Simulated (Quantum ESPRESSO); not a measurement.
W4S7O, input and log of a self-consistent run

A calculation, not a measurement. The program is pw.x of Quantum ESPRESSO 7.5 (plane-wave density functional theory). The cell is made up: 12 atoms on a layered 2H lattice, with randomly drawn elements, strain and displacements, not relaxed. PseudoDojo standard norm-conserving files (v0.5 for PBE, v0.4.1 for LDA and PBEsol) set the functional; there is no spin polarisation, spin-orbit coupling or dispersion term, and the masses in the input are unused placeholders.

Input:

```
&control calculation='scf', pseudo_dir='./dojo.nc.sr.pbe.v0_5.standard.upf', outdir='./o', disk_io='low', tprnfor=.true., tstress=.true. /
&system ibrav=0, nat=12, ntyp=3, nbnd=58, ecutwfc=84.00895049, nosym=.true., tot_charge=0,
 occupations='smearing', smearing='fd', degauss=0.0018374661
/
&electrons conv_thr=7.350e-09, electron_maxstep=60, /
ATOMIC_SPECIES
O 1.0 O.upf
S 1.0 S.upf
W 1.0 W.upf
CELL_PARAMETERS angstrom
3.3213 0.0163 0.0271
0.0282 5.7218 0.0051
0.1073 0.0116 12.8767
ATOMIC_POSITIONS angstrom
W 0.0052 1.9322 3.2088
W 1.7761 1.0364 9.7089
W 1.732 4.7821 3.2073
W 0.2232 3.8789 9.6366
S -0.0068 1.8582 8.0798
S 0.225 1.9609 11.2211
S 1.6078 0.9086 1.6628
S 1.7222 0.9534 4.8598
S 1.8121 4.8184 8.0529
O 1.8388 4.6789 11.2453
S 0.096 3.7267 1.5479
S 0.1038 3.649 4.8728
K_POINTS automatic
7 4 2 1 1 1
```

The log is shortened where brackets say so; the opening notice, blank lines, dates and the lines on written files are dropped, and the path of the files is cut. It prints rydbergs, bohrs and kilobars, and counts compression as positive stress. With no partly filled state, the Fermi energy that it prints is only some level between the filled and the empty states on the mesh, and need not lie in the true gap.

```
     Program PWSCF v.7.5
     Parallel version (MPI & OpenMP), running on       4 processor cores
     Number of MPI processes:                 4
     Threads/MPI process:                     1
     [start-up lines left out]
     bravais-lattice index     =            0
     lattice parameter (alat)  =       6.2766  a.u.
     unit-cell volume          =    1651.2073 (a.u.)^3
     number of atoms/cell      =           12
     number of atomic types    =            3
     number of electrons       =       104.00
     number of Kohn-Sham states=           58
     kinetic-energy cutoff     =      84.0090  Ry
     charge density cutoff     =     336.0358  Ry
     scf convergence threshold =      7.3E-09
     mixing beta               =       0.7000
     number of iterations used =            8  plain     mixing
     Exchange-correlation= PBE
                           (   1   4   3   4   0   0   0)
     [axes and pseudopotential details left out]
   Cartesian axes
     site n.     atom                  positions (alat units)
         1        W      tau(   1) = (   0.0015656   0.5817338   0.9660839  )
         2        W      tau(   2) = (   0.5347362   0.3120323   2.9230903  )
         3        W      tau(   3) = (   0.5214589   1.4397625   0.9656323  )
         4        W      tau(   4) = (   0.0671996   1.1678331   2.9013227  )
         5        S      tau(   5) = (  -0.0020473   0.5594544   2.4326119  )
         6        S      tau(   6) = (   0.0677415   0.5903746   3.3783733  )
         7        S      tau(   7) = (   0.4840656   0.2735552   0.5006246  )
         8        S      tau(   8) = (   0.5185084   0.2870433   1.4631559  )
         9        S      tau(   9) = (   0.5455749   1.4506915   2.4245130  )
        10        O      tau(  10) = (   0.5536135   1.4086918   3.3856593  )
        11        S      tau(  11) = (   0.0289030   1.1220098   0.4660313  )
        12        S      tau(  12) = (   0.0312514   1.0986164   1.4670699  )
     number of k points=    28  Fermi-Dirac smearing, width (Ry)=  0.0018
                       cart. coord. in units 2pi/alat
        k(    1) = (   0.0705568   0.0721567   0.0638327), wk =   0.0714286
        k(    2) = (   0.0716087   0.0722665  -0.0651475), wk =   0.0714286
     [further k points left out]
     Dense  grid:   171837 G-vectors     FFT dimensions: (  40,  64, 144)
     Estimated max dynamical RAM per process >     434.18 MB
     Estimated total dynamical RAM >       1.57 GB
     Initial potential from superposition of free atoms
     starting charge     103.9977, renormalised to     104.0000
     Starting wfcs are   72 randomized atomic wfcs
     total cpu time spent up to now is        5.7 secs
     per-process dynamical memory:   322.8 Mb
     Self-consistent Calculation
     iteration #  1     ecut=    84.01 Ry     beta= 0.70
     Davidson diagonalization with overlap
     ethr =  1.00E-02,  avg # of iterations =  2.0
     total cpu time spent up to now is       16.6 secs
     total energy              =    -793.47776143 Ry
     estimated scf accuracy    <       1.32418417 Ry
     iteration #  2     ecut=    84.01 Ry     beta= 0.70
     Davidson diagonalization with overlap
     ethr =  1.27E-03,  avg # of iterations = 10.7
     total cpu time spent up to now is       35.6 secs
     total energy              =    -791.14408874 Ry
     estimated scf accuracy    <      32.72489669 Ry
     iteration #  3     ecut=    84.01 Ry     beta= 0.70
     Davidson diagonalization with overlap
     ethr =  1.27E-03,  avg # of iterations = 12.8
     total cpu time spent up to now is       55.3 secs
     total energy              =    -793.23542398 Ry
     estimated scf accuracy    <      14.53466980 Ry
     iteration #  4     ecut=    84.01 Ry     beta= 0.70
     Davidson diagonalization with overlap
     ethr =  1.27E-03,  avg # of iterations =  8.2
     total cpu time spent up to now is       68.0 secs
     total energy              =    -794.16186850 Ry
     estimated scf accuracy    <       1.09457271 Ry
     iteration #  5     ecut=    84.01 Ry     beta= 0.70
     Davidson diagonalization with overlap
     ethr =  1.05E-03,  avg # of iterations =  2.6
     total cpu time spent up to now is       78.2 secs
     total energy              =    -794.31805791 Ry
     estimated scf accuracy    <       0.16752124 Ry
     [iterations 6 to 15 left out]
     iteration # 16     ecut=    84.01 Ry     beta= 0.70
     Davidson diagonalization with overlap
     ethr =  1.13E-08,  avg # of iterations =  5.1
     total cpu time spent up to now is      215.1 secs
     total energy              =    -794.33300015 Ry
     estimated scf accuracy    <       0.00000214 Ry
     iteration # 17     ecut=    84.01 Ry     beta= 0.70
     Davidson diagonalization with overlap
     ethr =  2.06E-09,  avg # of iterations =  4.5
     total cpu time spent up to now is      227.3 secs
     total energy              =    -794.33300039 Ry
     estimated scf accuracy    <       0.00000364 Ry
     iteration # 18     ecut=    84.01 Ry     beta= 0.70
     Davidson diagonalization with overlap
     ethr =  2.06E-09,  avg # of iterations =  1.0
     total cpu time spent up to now is      235.6 secs
     total energy              =    -794.33299993 Ry
     estimated scf accuracy    <       0.00000265 Ry
     iteration # 19     ecut=    84.01 Ry     beta= 0.70
     Davidson diagonalization with overlap
     ethr =  2.06E-09,  avg # of iterations =  2.1
     total cpu time spent up to now is      245.5 secs
     total energy              =    -794.33300012 Ry
     estimated scf accuracy    <       0.00000023 Ry
     iteration # 20     ecut=    84.01 Ry     beta= 0.70
     Davidson diagonalization with overlap
     ethr =  2.18E-10,  avg # of iterations =  5.0
     total cpu time spent up to now is      257.2 secs
     End of self-consistent calculation
          k = 0.0706 0.0722 0.0638 ( 21469 PWs)   bands (ev):
   -66.4608 -66.2191 -65.8242 -65.7556 -30.6122 -30.5129 -30.4745 -30.3500
   -30.3267 -30.3051 -30.0420 -29.9276 -29.9145 -29.8874 -29.8694 -29.8344
    -8.3444  -5.6021  -5.4347  -4.4467  -4.2101  -4.0951  -3.8089  -3.6091
     2.4566   2.6360   2.7734   3.0374   3.8135   3.9929   4.2874   4.6265
     4.9586   5.2704   5.4761   5.6375   5.6712   5.8120   6.0409   6.1303
     6.2788   6.3895   6.4890   6.5732   6.7710   6.8534   7.0745   7.3786
     7.6476   7.7801   8.2585   8.6028   9.6610   9.9859  10.3821  10.5522
    10.6633  10.7487
     [levels at the other k points left out]
     the Fermi energy is     9.0964 ev
!    total energy              =    -794.33300017 Ry
     estimated scf accuracy    <          6.2E-09 Ry
     smearing contrib. (-TS)   =      -0.00000000 Ry
     internal energy E=F+TS    =    -794.33300017 Ry
     The total energy is F=E-TS. E is the sum of the following terms:
     one-electron contribution =    -382.40874094 Ry
     hartree contribution      =     224.35170432 Ry
     xc contribution           =    -183.66412746 Ry
     ewald contribution        =    -452.61183609 Ry
     convergence has been achieved in  20 iterations
     Forces acting on atoms (cartesian axes, Ry/au):
     atom    1 type  3   force =     0.01092239   -0.05042253    0.01162537
     atom    2 type  3   force =     0.01120718   -0.08758801    0.00603088
     atom    3 type  3   force =     0.00394648   -0.05557583    0.03295190
     atom    4 type  3   force =    -0.03777966    0.01031224    0.08589646
     atom    5 type  2   force =     0.04697944    0.04584852    0.03593899
     atom    6 type  2   force =    -0.03830450    0.01521972   -0.01683146
     atom    7 type  2   force =     0.02234402    0.01803029    0.02522978
     atom    8 type  2   force =    -0.01667183   -0.00785845   -0.06975788
     atom    9 type  2   force =     0.01877946   -0.00281960    0.07053862
     atom   10 type  1   force =    -0.00138882    0.01798608   -0.17822106
     atom   11 type  2   force =    -0.00953404    0.03357879    0.06985249
     atom   12 type  2   force =    -0.01050012    0.06328876   -0.07325408
     Total force =     0.301639     Total SCF correction =     0.000295
     Computing stress (Cartesian axis) and pressure
          total   stress  (Ry/bohr**3)                   (kbar)     P=     -148.96
  -0.00109958  -0.00005637  -0.00027248         -161.75       -8.29      -40.08
  -0.00005637  -0.00100205  -0.00001177           -8.29     -147.41       -1.73
  -0.00027248  -0.00001177  -0.00093621          -40.08       -1.73     -137.72
     init_run     :      5.38s CPU      5.61s WALL (       1 calls)
     electrons    :    248.92s CPU    251.55s WALL (       1 calls)
     forces       :      2.34s CPU      2.40s WALL (       1 calls)
     stress       :      7.77s CPU      8.02s WALL (       1 calls)
     [timing details left out]
     PWSCF        :   4m24.52s CPU   4m27.78s WALL
     JOB DONE.
```

In other units: free energy -10807.451 eV for the cell, pressure -14.90 GPa, largest force component 4.582 eV/Å. A rerun of a related cell, with the same atoms placed differently, at a cutoff of 1437 eV and k mesh 9 x 6 x 4 moved values by no more than 0.003 eV in energy, 0.02 GPa in stress and 0.002 eV/Å in force.